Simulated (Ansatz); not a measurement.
## Pressure coefficients of SiC

```
Si C
1.0
     0.00000    2.18987    2.18987
     2.18987    0.00000    2.18987
     2.18987    2.18987    0.00000
Si C
1 1
Direct
  0.00000 0.00000 0.00000
  0.25000 0.25000 0.25000
```

Conventional cell: a = 4.380 Å, b = 4.380 Å, c = 4.380 Å, α = 90.00°, β = 90.00°, γ = 90.00°. Si (atom 1) is surrounded by 4 C at 1.90 Å. C (atom 2) is surrounded by 4 Si at 1.90 Å.

The structure comes from a relaxation in the same program, started in the zincblende type, and has space group F-43m. Whether it is a known phase or the ground state wasn't checked.

Method: Ansatz 0.2.0, DFT, PBE, all-electron LAPW, scalar-relativistic.

Sampling and basis: a Γ-centred 16×16×16 k mesh, Fermi–Dirac smearing of 0.08 eV, basis error target 0.5 meV/atom, no spin polarisation.

The cell is scaled evenly with fractional coordinates held. Semilocal gaps are too small, but their slopes carry over better.

```tsv
V/V(cell)	P (GPa)	gap on the k mesh (eV)
0.9405	14.69	1.315
0.9800	4.48	1.354
1.0000	0.01	1.372
1.0200	-4.03	1.390
```

Q: From the rows at 0.9800 and 1.0200, what is the bulk modulus at the cell's volume?

A: B = −ΔP/Δln V = −[(-4.03) − (4.48)]/0.04001 = 212.7 GPa.

Q: What are the gap's volume deformation potential and pressure coefficient?

A: dEg/dln V = (1.390 − 1.354)/0.04001 = 0.90 eV, and dEg/dP = −(dEg/dln V)/B = -4.2 meV/GPa: pressure narrows the gap.

Q: Predict the row at V/V(cell) = 1.0600. How far is a linear estimate of P off?

A: P = -11.01 GPa, gap 1.422 eV. The linear estimate P(cell) − B ln(V/V(cell)) = -12.38 GPa misses by 1.37 GPa, since the modulus falls on expansion.
